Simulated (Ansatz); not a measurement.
**Computed properties of W**

W:
```cif
data_W8
_chemical_formula_sum 'W8'
_space_group_name_H-M_alt 'Pm-3n'
_space_group_IT_number 223
_space_group_name_Hall '-P 4n 2 3'
_cell_length_a 5.05302
_cell_length_b 5.05302
_cell_length_c 5.05302
_cell_angle_alpha 90.000
_cell_angle_beta 90.000
_cell_angle_gamma 90.000
loop_
_atom_site_label
_atom_site_type_symbol
_atom_site_symmetry_multiplicity
_atom_site_Wyckoff_symbol
_atom_site_fract_x
_atom_site_fract_y
_atom_site_fract_z
_atom_site_occupancy
W1 W 2 a 0.00000 0.00000 0.00000 1
W2 W 6 c 0.00000 0.50000 0.25000 1
```

Space group Pm-3n (No. 223), A15 (β-W type); conventional cell a = b = c = 5.053 Å, α = β = γ = 90.00°.

Method: plane-wave PAW r²SCAN (Ansatz code). The cell and atoms are relaxed at this level. Other levels are named where they apply.

Cell and energy:

```json
{
 "volume_per_atom": "16.13 Å³",
 "density": "18.93 g/cm³"
}
```

Electronic structure:

```json
{
 "electronic_character": "metallic (no gap)",
 "Density of states at the Fermi level": "0.27 states/eV per atom (mean over ±0.08 eV)",
 "Gap with spin–orbit coupling": "none (metallic)"
}
```

Mechanics:

```json
{
 "Bulk modulus (Birch–Murnaghan fit)": "314 GPa",
 "Pressure derivative B′": "4.2",
 "Elastic constants (relaxed ions, GPa)": "C11 = 630, C12 = 158, C44 = 102",
 "mechanical_stability": "stable (all eigenvalues of C positive)",
 "hill_bulk_and_shear_moduli": "315 and 144 GPa",
 "Young's modulus": "375 GPa",
 "Poisson's ratio": "0.30",
 "debye_temperature_from_the_elastic_constants": "363 K"
}
```

Phonons:

```json
{
 "highest_zone_centre_frequency": "7.50 THz",
 "zone_centre_stability": "no imaginary mode at Γ"
}
```

The workflow started from an entry of the Crystallography Open Database (COD), which files this formula under 6 space groups. It is not the phase usual at ambient conditions (space group No. 229). Symmetry was held in the r²SCAN relaxation. No spin polarisation was allowed. As this level gives no gap, shear constants depend on the k-mesh and smearing (Fermi–Dirac, 0.1 eV here). As this level gives no gap, phonon frequencies hold no LO–TO term and depend on the k-mesh and smearing (Fermi–Dirac, 0.1 eV here). Scalar-relativistic: spin–orbit coupling is off unless named, which matters more the heavier the elements.

Potentials: the later of the program's two PAW sets.
